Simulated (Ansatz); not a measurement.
## Fields on a plane of SrTiO3 (cubic perovskite)

```
CELL_PARAMETERS angstrom
      3.93641     0.00000     0.00000
      0.00000     3.93641     0.00000
      0.00000     0.00000     3.93641
ATOMIC_POSITIONS crystal
  Sr 0.00000 0.00000 0.00000
  Ti 0.50000 0.50000 0.50000
  O  0.00000 0.50000 0.50000
  O  0.50000 0.50000 0.00000
  O  0.50000 0.00000 0.50000
```

The slice is a {100} plane (indices of the conventional cell) through the point (0.000, 0.000, 0.000) (fractional), spanned by u = [100] and v = [010] in vectors of this cell: u (3.94 Å) and v (3.94 Å, at 90° to u). It covers one period; positions are fractions (u, v).

Atoms on it: Sr at (0.00, 0.00); O at (0.50, 0.50).

The numbers are results of PBE (plane waves to 420 eV, PAW, scalar-relativistic; Ansatz, a first-principles code), not measurements. k mesh 8×8×8. These are valence fields of a PAW run, semicore shells included where kept as valence: close to a nucleus they are smooth pseudo fields. SrTiO3 is run without spin polarisation. SrTiO3 was relaxed with its symmetry unable to fall.

```
v \ u  0.00  0.10  0.20  0.30  0.40  0.50  0.60  0.70  0.80  0.90
-----  ----  ----  ----  ----  ----  ----  ----  ----  ----  ----
0.90      x     x  <2.0   3.1   8.3   9.5   8.3   3.1  <2.0     x
0.80      x  <2.0  <2.0   6.6   9.6  10.5   9.6   6.6  <2.0  <2.0
0.70   <2.0   3.1   6.6   9.1   9.1     x   9.1   9.1   6.6   3.1
0.60    7.6   8.3   9.6   9.1     x     x     x   9.1   9.6   8.3
0.50    9.4   9.5  10.5     x     x     x     x     x  10.5   9.5
0.40    7.6   8.3   9.6   9.1     x     x     x   9.1   9.6   8.3
0.30   <2.0   3.1   6.6   9.1   9.1     x   9.1   9.1   6.6   3.1
0.20      x  <2.0  <2.0   6.6   9.6  10.5   9.6   6.6  <2.0  <2.0
0.10      x     x  <2.0   3.1   8.3   9.5   8.3   3.1  <2.0     x
0.00      x     x     x  <2.0   7.6   9.4   7.6  <2.0     x     x
```

Values: electrostatic potential energy of an electron, from the cell's mean, in eV. Points within 0.8 Å of a nucleus are blanked (x), as the pseudised field means little there. Values under 2 eV are set to 2. The zero, the cell's mean, hangs on the PAW cores.

```
|xxxx##@@@@%%--              --%%@@@@##xx|
|xx##@@@@@@##..              ..##@@@@@@##|
|@@@@@@@@%%--        ..        --%%@@@@@@|
|@@@@@@%%==..    ::------::    ..==%%@@@@|
|%%%%##--..  ..--++**##**++--..  ..--##%%|
|==--..    ..--**%%%%@@%%%%**--..    ..--|
|          --**%%@@@@@@@@@@%%**--        |
|        ::++%%@@@@%%xx%%@@@@%%++::      |
|        --**%%@@%%xxxxxx%%@@%%**--      |
|      ..--##@@@@xxxxxxxxxx@@@@##--..    |
|        --**%%@@%%xxxxxx%%@@%%**--      |
|        ::++%%@@@@%%xx%%@@@@%%++::      |
|          --**%%@@@@@@@@@@%%**--        |
|==--..    ..--**%%%%@@%%%%**--..    ..--|
|%%%%##--..  ..--++**##**++--..  ..--##%%|
|@@@@@@%%==..    ::------::    ..==%%@@@@|
|@@@@@@@@%%--        ..        --%%@@@@@@|
|xx##@@@@@@##..              ..##@@@@@@##|
|xxxx##@@@@%%--              --%%@@@@##xx|
|xxxxxx@@@@%%==              ==%%@@@@xxxx|
```
Scale: ten equal steps from 0.01 (start of ' ') to 0.87 (end of '@'), in the order ' .:-=+*#%@'. Values: electron localisation function (ELF). The map has 20 points along u (two characters each, u = 0 at the left) and 20 along v (v = 0 in the bottom row). Points within 0.4 Å of a nucleus are blanked (x), as the pseudised field means little there.
